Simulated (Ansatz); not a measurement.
The calculation used DFT PBE, scalar-relativistic, plane waves, PAW in Ansatz 0.2.0. Settings: cutoff 420 eV, Γ-centred meshes spaced at most about 0.3 Å⁻¹, and about 0.25 Å⁻¹ or finer for metals (2π included), Gaussian smearing. Collinear spin in cells that started with moments and kept them past the coarse steps, no spin elsewhere.

These are static total energies at zero pressure.

Two forms of Be₂SO₃ were relaxed alike.

A. (no spin)

```
Be S O
1.0
     4.83367    0.00000    0.00000
    -2.41683    4.18608    0.00000
     0.00000    0.00000    2.42382
Be S O
2 1 3
Cartesian
  0.0000 2.7907 1.2119
  2.4168 1.3954 1.2119
  0.0000 0.0000 0.0000
  2.4168 0.0000 0.0000
  -1.2084 2.0930 0.0000
  1.2084 2.0930 0.0000
```

B. (site moments O 0.4 μB)

```
Be S O
1.0
     2.46462    0.00000    0.00000
     0.00000    2.46462    0.00000
     0.00000    0.00000    8.92662
Be S O
2 1 3
Direct
  0.00000 0.00000 0.28507
  0.00000 0.00000 0.71493
  0.00000 0.00000 0.00000
  0.50000 0.50000 0.29223
  0.50000 0.50000 0.50000
  0.50000 0.50000 0.70777
```

Task: Which would you expect to be lower, and how large is the difference?

Result: A is lower, by 58 meV/atom. A has space group P6/mmm (No. 191), 8.2 Å³/atom and no gap on its mesh; B has space group P4/mmm (No. 123), 9.0 Å³/atom and no gap. Counting O or S atoms around Be (for each partner element, those within 1.25 times its shortest distance or 1.15 times the sum of covalent radii, where it is the nearest in units of that sum or under 1.3; a plus sign parts groups by distance over the sum of covalent radii), A has Be 6 and B has Be 4+1. Their magnetic states differ too. The denser one is the lower, and pressure would at first widen the difference. Both come from invented guesses. A third cell relaxed alike, in P6/mmm, lies 225 meV/atom below the lower of the two.

A magnetic state wasn't ruled out in cells without spin, among them P6/mmm. Another magnetic order may lie lower. Cells relaxed within their symmetry can be saddle points.
